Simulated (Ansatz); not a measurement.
## What a change of settings does: InSb (zincblende type)

First run: DFT, LDA, norm-conserving pseudopotentials, Ansatz's default files, scalar-relativistic (Ansatz 0.2.0).

Command: `ansatz run input.yaml --threads 1 --pin off --max-ram 2048MiB --backend cpu --events-out ev --progress --plain --runs-dir out` It took 17 s on 1 thread of Arm Neoverse V1, with other jobs on the host, peak memory 0.38 GiB.

```yaml
crystal:
  lattice:
    - [0.0, 2.9937724454, 2.9937724454]
    - [2.9937724454, 0.0, 2.9937724454]
    - [2.9937724454, 2.9937724454, 0.0]
  atoms:
    - { symbol: In, position: [0.0, 0.0, 0.0] }
    - { symbol: Sb, position: [0.25, 0.25, 0.25] }
kpoints:
  mp_grid: { grid: [11, 11, 11] }
scf:
  occupations: { method: fermi_dirac, width: 0.1 }
hamiltonian:
  xc: lda
  pseudopotentials: { kind: nc }
output:
  forces: true
  stress: true
  eigenvalues: true
```

The cell comes from a relaxation on PAW files under the same functional, begun from a prototype that needn't be the stable phase.

This run: volume at 0.8 of the series' base cell.

It converges in 6 SCF iterations at a pressure of 17.58 GPa, cutoff 1143 eV.

The input is then changed:

```diff
   occupations: { method: fermi_dirac, width: 0.1 }
+  mixing: { preconditioner: kerker }
 hamiltonian:
   pseudopotentials: { kind: nc }
+  dispersion: d3bjatm
 output:
```

Task: What does the second run give?

Result: It converges in 7 SCF iterations at a pressure of 15.13 GPa, cutoff 1143 eV. More than one line changes, and not each need have an effect. Results part of its log:
```
Warning: the engine holds no damping parameters fitted to this dispersion correction and functional, so the run takes those fitted to pbe (hamiltonian.dispersion, under Limitations)
SCF 1 converged in 7 iterations: F = -4271.337102 eV  dr2 = 4.27e-8
SCF converged after 7 iterations
Free energy (F): -4271.337102 eV
Harris-Foulkes:  -4271.337102 eV  (|F-HF|=3.85e-9)
Internal energy: -4271.336587 eV  (E = F + TS)
E sigma→0 (E₀):  -4271.336844 eV
Entropy (-TS):   -0.000515 eV (-0.257 meV/atom)
Fermi energy:    11.252050 eV
--- Per-component energies (eV) ---
  E_band       = -181.601879
  E_kinetic    = 2580.099645
  E_local      = -3329.677402  (includes V_loc(G=0)·N_el)
  E_nonlocal   = -912.996420
  E_hartree    = 1088.633915
  E_xc         = -1148.324825
  E_vxc        = -696.292754  (∫ρ·V_xc dr)
  E_ewald      = -2548.256016
  E_disp       = -0.815486  (pairwise vdW)
  E_smearing   = -0.000515  (= −TS)
  E_closure    = -0.000000  (closes the sum)
  Σ components = -4271.337102   (vs F -4271.337102, Δ=0.00e0)
--- Forces (eV/Å), atoms counted from 1 ---
  atom   1  In     0.00000000     0.00000000     0.00000000
  atom   2  Sb    -0.00000000    -0.00000000    -0.00000000
  max |Σ_I F_I| component: 7.40e-17 eV/Å
--- Stress (GPa, compression-positive) ---
       15.127287       0.000000      -0.000000
        0.000000      15.127287       0.000000
       -0.000000       0.000000      15.127287
  P = ⅓ Tr σ = 15.1273 GPa (151.273 kbar)
--- Band table (eV; the first three rows and the last of 56) ---
  k-point 0: bands = ["-18.2106", "-18.2106", "-18.2106", "-18.1695", "-18.1695", "-4.4341", "-4.4341", "-4.4341", "-4.2564", "-4.2564", "-1.6632", "10.9268", "10.9268", "10.9268", "11.9215", "13.7810", "13.7810", "13.7810"]
  k-point 1: bands = ["-18.2106", "-18.2104", "-18.2104", "-18.1694", "-18.1694", "-4.4454", "-4.4299", "-4.4299", "-4.2570", "-4.2570", "-1.5573", "9.6598", "10.7411", "10.7411", "12.4901", "14.0158", "14.0158", "14.1644"]
  k-point 2: bands = ["-18.2106", "-18.2098", "-18.2098", "-18.1690", "-18.1690", "-4.4745", "-4.4190", "-4.4190", "-4.2583", "-4.2583", "-1.2478", "7.9357", "10.3477", "10.3477", "12.3909", "14.4757", "14.4757", "15.3678"]
  k-point 55: bands = ["-18.2110", "-18.2091", "-18.2052", "-18.1690", "-18.1652", "-4.6013", "-4.3579", "-4.3446", "-4.2781", "-4.2607", "1.3687", "3.9759", "6.6857", "7.3573", "14.1391", "15.3550", "15.8667", "16.2213"]
```
